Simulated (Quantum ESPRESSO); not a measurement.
# Computed records: GaGe₆P (made-up cell)

All values are calculated (Quantum ESPRESSO 7.5). Calculation on a made-up crystal cell, not a measurement: periodic Kohn-Sham density functional theory in plane waves with PseudoDojo standard norm-conserving scalar-relativistic pseudopotentials, each functional with its own files (v0.5 for PBE, v0.4.1 for LDA and PBEsol), no spin polarisation, no spin-orbit coupling, atoms not relaxed, stress positive in tension, energies less a fixed whole-eV offset for each atom's element; levels are Kohn-Sham levels at fractions of this cell's reciprocal vectors, counted from the reference band (half the neutral cell's valence electrons, rounded up) at Gamma; error bars cover cutoff and k-mesh only, not smearing or the files; added strain carries the atoms with the cell, and shear is the tensor component; each bar is the largest change over components, and at least 0.002 eV, 0.002 eV per angstrom or 0.02 GPa; energies are for the whole cell, and the offsets were chosen from early runs and are not element reference energies.

Settings shared by all entries: lattice type zincblende/diamond; functional pbe; cutoff 1088 eV; fermi dirac smearing 0.1 eV; scf tolerance 1e-07 eV; electrons removed 0; k mesh 6 x 6 x 6, shifted by half a step.

```json
{"entry": 1, "formula": "GaGe6P", "kind": "made-up cell", "structure": {"cell_angstrom": [[5.5205, -0.0348, -0.0732], [-0.0348, 5.7191, 0.0449], [-0.0732, 0.0449, 5.582]], "atoms_fractional": [["Ge", -0.02581, -0.00098, -0.00207], ["P", -0.00545, 0.52855, 0.48968], ["Ge", 0.48916, -0.01176, 0.49377], ["Ga", 0.51319, 0.47594, -9e-05], ["Ge", 0.23828, 0.24917, 0.25494], ["Ge", 0.25998, 0.73576, 0.74083], ["Ge", 0.72151, 0.25441, 0.78221], ["Ge", 0.75063, 0.75732, 0.23523]]}, "given": {"atom_site": [1, 2, 3, 4, 5, 6, 7, 8], "atom_energy_offset [eV]": [-2430, -189, -2430, -2080, -2430, -2430, -2430, -2430]}, "results": {"free_energy_less_offsets [eV]": -2.38, "smearing_term_minus_ts [eV]": -0.02389, "scf_iterations": 10, "pressure [GPa]": 6.361, "stress_xx [GPa]": -6.927, "stress_yy [GPa]": -5.64, "stress_zz [GPa]": -6.518, "stress_yz [GPa]": 1.743, "stress_xz [GPa]": 0.4259, "stress_xy [GPa]": 0.7275, "force_site": [1, 2, 3, 4, 5, 6, 7, 8], "force_x [eV/angstrom]": [2.431, -0.07869, 0.7131, -2.393, -0.2942, -0.6232, 1.635, -1.39], "force_y [eV/angstrom]": [0.2243, -1.534, 0.8164, 2.398, 0.5335, 0.09529, -1.58, -0.9531], "force_z [eV/angstrom]": [-0.8717, 0.499, 0.2113, 2.054, -0.2888, 1.285, -3.682, 0.7933], "fermi_level [eV]": -0.1015, "reference_band": 51, "level_k_point": ["Gamma", "(1/2,1/2,1/2)", "(0.15,0,0)", "(0,0.15,0)", "(0,0,0.15)"], "next_band_up [eV]": [0.2101, -0.5098, 0.08104, 0.1695, 0.1282], "error_bar_energy [eV]": 0.002978, "error_bar_stress [GPa]": 0.02, "error_bar_force [eV/angstrom]": 0.006216, "error_bar_next_band_up [eV]": 0.002, "error_bar_fermi_level [eV]": 0.01164, "error_bars_from": "tighter rerun of a related cell"}}
{"entry": 2, "formula": "GaGe6P", "kind": "made-up cell", "structure": {"cell_angstrom": [[5.5205, -0.0348, -0.0732], [-0.0348, 5.7191, 0.0449], [-0.0732, 0.0449, 5.582]], "atoms_fractional": [["Ge", -0.02581, -0.00098, -0.00207], ["P", -0.00545, 0.52855, 0.48968], ["Ge", 0.48916, -0.01176, 0.49377], ["Ga", 0.51319, 0.47594, -9e-05], ["Ge", 0.23828, 0.24917, 0.25494], ["Ge", 0.25998, 0.73576, 0.74083], ["Ge", 0.72151, 0.25441, 0.78221], ["Ge", 0.75079, 0.75722, 0.24743]]}, "given": {"atom_site": [1, 2, 3, 4, 5, 6, 7, 8], "atom_energy_offset [eV]": [-2430, -189, -2430, -2080, -2430, -2430, -2430, -2430]}, "results": {"free_energy_less_offsets [eV]": -2.404, "smearing_term_minus_ts [eV]": -0.02469, "scf_iterations": 10, "pressure [GPa]": 6.318, "stress_xx [GPa]": -6.928, "stress_yy [GPa]": -5.441, "stress_zz [GPa]": -6.584, "stress_yz [GPa]": 1.639, "stress_xz [GPa]": 0.2661, "stress_xy [GPa]": 1.519, "force_site": [1, 2, 3, 4, 5, 6, 7, 8], "force_x [eV/angstrom]": [2.137, 0.1088, 0.5646, -2.279, -0.2865, -0.6153, 1.633, -1.262], "force_y [eV/angstrom]": [-0.09021, -1.695, 0.9528, 2.549, 0.5262, 0.09385, -1.579, -0.7582], "force_z [eV/angstrom]": [-0.5968, 0.7301, 0.4053, 2.182, -0.3714, 1.352, -3.61, -0.09181], "fermi_level [eV]": -0.08209, "reference_band": 51, "level_k_point": ["Gamma", "(1/2,1/2,1/2)", "(0.15,0,0)", "(0,0.15,0)", "(0,0,0.15)"], "next_band_up [eV]": [0.2137, -0.476, 0.09901, 0.2056, 0.1338], "error_bar_energy [eV]": 0.002978, "error_bar_stress [GPa]": 0.02, "error_bar_force [eV/angstrom]": 0.006216, "error_bar_next_band_up [eV]": 0.002, "error_bar_fermi_level [eV]": 0.01164, "error_bars_from": "tighter rerun of a related cell"}}
{"entry": 3, "formula": "GaGe6P", "kind": "made-up cell", "structure": {"cell_angstrom": [[5.5205, -0.0348, -0.0732], [-0.0348, 5.7191, 0.0449], [-0.0732, 0.0449, 5.582]], "atoms_fractional": [["Ge", -0.02581, -0.00098, -0.00207], ["P", -0.00545, 0.52855, 0.48968], ["Ge", 0.48916, -0.01176, 0.49377], ["Ga", 0.51319, 0.47594, -9e-05], ["Ge", 0.23828, 0.24917, 0.25494], ["Ge", 0.25998, 0.73576, 0.74083], ["Ge", 0.72151, 0.25441, 0.78221], ["Ge", 0.75114, 0.75702, 0.2732]]}, "given": {"atom_site": [1, 2, 3, 4, 5, 6, 7, 8], "atom_energy_offset [eV]": [-2430, -189, -2430, -2080, -2430, -2430, -2430, -2430]}, "results": {"free_energy_less_offsets [eV]": -2.257, "smearing_term_minus_ts [eV]": -0.02833, "scf_iterations": 10, "pressure [GPa]": 6.549, "stress_xx [GPa]": -7.409, "stress_yy [GPa]": -5.579, "stress_zz [GPa]": -6.66, "stress_yz [GPa]": 1.469, "stress_xz [GPa]": -0.03184, "stress_xy [GPa]": 3.266, "force_site": [1, 2, 3, 4, 5, 6, 7, 8], "force_x [eV/angstrom]": [1.631, 0.6019, 0.1727, -2.086, -0.268, -0.6017, 1.636, -1.086], "force_y [eV/angstrom]": [-0.6211, -2.131, 1.31, 2.8, 0.506, 0.08867, -1.573, -0.3796], "force_z [eV/angstrom]": [-0.07918, 1.261, 0.8364, 2.423, -0.5318, 1.484, -3.46, -1.933], "fermi_level [eV]": -0.0582, "reference_band": 51, "level_k_point": ["Gamma", "(1/2,1/2,1/2)", "(0.15,0,0)", "(0,0.15,0)", "(0,0,0.15)"], "next_band_up [eV]": [0.1785, -0.3597, 0.09803, 0.231, 0.1097], "error_bar_energy [eV]": 0.002978, "error_bar_stress [GPa]": 0.02, "error_bar_force [eV/angstrom]": 0.006216, "error_bar_next_band_up [eV]": 0.002, "error_bar_fermi_level [eV]": 0.01164, "error_bars_from": "tighter rerun of a related cell"}}
{"entry": 4, "formula": "GaGe6P", "kind": "made-up cell", "structure": {"cell_angstrom": [[5.5205, -0.0348, -0.0732], [-0.0348, 5.7191, 0.0449], [-0.0732, 0.0449, 5.582]], "atoms_fractional": [["Ge", -0.02581, -0.00098, -0.00207], ["P", -0.00545, 0.52855, 0.48968], ["Ge", 0.48916, -0.01176, 0.49377], ["Ga", 0.51319, 0.47594, -9e-05], ["Ge", 0.23828, 0.24917, 0.25494], ["Ge", 0.25998, 0.73576, 0.74083], ["Ge", 0.72151, 0.25441, 0.78221], ["Ge", 0.75123, 0.75696, 0.28037]]}, "given": {"atom_site": [1, 2, 3, 4, 5, 6, 7, 8], "atom_energy_offset [eV]": [-2430, -189, -2430, -2080, -2430, -2430, -2430, -2430]}, "results": {"stress_xy [GPa]": null, "pressure [GPa]": null, "fermi_level [eV]": null, "stress_zz [GPa]": null}}
```

Question: Give the missing stress xy for GaGe₆P (made-up cell) (entry 4).
Answer: 3.78 GPa

Question: What pressure does the calculation give for GaGe₆P (made-up cell) (entry 4)?
Answer: 6.689 GPa

Question: GaGe₆P (made-up cell) (entry 4): fermi level?
Answer: -0.0583 eV

Question: Give the missing stress zz for GaGe₆P (made-up cell) (entry 4).
Answer: -6.659 GPa

Further results for GaGe₆P (made-up cell) (entry 4):

- free energy less offsets: -2.17 eV
- smearing term minus ts: -0.03002 eV
- scf iterations: 10
- stress xx: -7.658 GPa
- stress yy: -5.751 GPa
- stress yz: 1.431 GPa
- stress xz: -0.1032 GPa
- reference band: 51
- error bar energy: 0.002978 eV
- error bar stress: 0.02 GPa
- error bar force: 0.006216 eV/Å
- error bar next band up: 0.002 eV
- error bar fermi level: 0.01164 eV
- error bars from: tighter rerun of a related cell

Forces:
| site | x (eV/Å) | y (eV/Å) | z (eV/Å) |
| --- | --- | --- | --- |
| 1 | 1.516 | -0.7396 | 0.04645 |
| 2 | 0.7636 | -2.277 | 1.413 |
| 3 | 0.04382 | 1.427 | 0.957 |
| 4 | -2.043 | 2.854 | 2.48 |
| 5 | -0.2629 | 0.4986 | -0.5714 |
| 6 | -0.5989 | 0.08661 | 1.517 |
| 7 | 1.638 | -1.571 | -3.42 |
| 8 | -1.058 | -0.2789 | -2.423 |

Levels:
| level k point | next band up (eV) |
| --- | --- |
| Gamma | 0.162 |
| (1/2,1/2,1/2) | -0.3266 |
| (0.15,0,0) | 0.08798 |
| (0,0.15,0) | 0.2241 |
| (0,0,0.15) | 0.09397 |
